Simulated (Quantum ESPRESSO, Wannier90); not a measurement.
**Wannierisation of InSe (R3m)**

```
CELL_PARAMETERS angstrom
     -2.02335     3.50454     0.00000
     -4.04669     0.00000     0.00000
     -2.02335     1.16818     8.60852
ATOMIC_POSITIONS crystal
  In 0.11035 0.11035 0.66895
  In 0.00183 0.00183 0.99451
  Se 0.61971 0.61971 0.14086
  Se 0.82581 0.82581 0.52258
```

Cell from Materials Project (mp-22691), symmetrised, no further relaxation. COD (Crystallography Open Database) has the formula in 2 space groups, this one among them (matched by group alone). Computed values, not measurements, from PBEsol: Quantum ESPRESSO (norm-conserving PseudoDojo potentials, cutoff 69 Ry, no spin polarisation, no spin-orbit coupling) on a Γ-centred 4×4×4 mesh, then Wannier90. Density: 10×10×10 mesh, Gaussian smearing 0.01 Ry. The cell is built of weakly bound layers, chains or molecules, whose nearest atoms lie 4.03 Å apart. Database cells relaxed without dispersion often hold them too far apart, which can enlarge gaps and weakens couplings between them; spacing and stacking were not compared with the measured crystal. Spin-orbit coupling is left out although heavy elements are present.

Functional, cutoff and mesh named above are those of the base row (4×4×4); the first column says what each row takes instead. Model: 9 functions from bands 21-29, start SCDM (isolated) (the valence bands). Energies are relative to the valence-band maximum; the misfit is to pw.x on a path, for all bands of the set. Only the mesh of Bloch states changes. Ω_total can sit in another minimum from row to row; Ω_I of an isolated set cannot.

| mesh | Ω_I (Å²) | Ω_total (Å²) | rms misfit (meV) | k-points (cost) | rough cost of nscf and overlaps (first row = 1) |
|---|---|---|---|---|---|
| 2×2×2 | 13.45 | 15.37 | 222 | 8 | 1.0 |
| 3×3×3 | 16.39 | 18.35 | 108 | 27 | 2.6 |
| 4×4×4 | [?] | 19.55 | 37 | 64 | 6 |
| 5×5×5 | 18.84 | 20.61 | 26 | 125 | 8 |

Task: Complete the blanks.

Result: 
- 4×4×4, Ω_I (Å²): 17.82
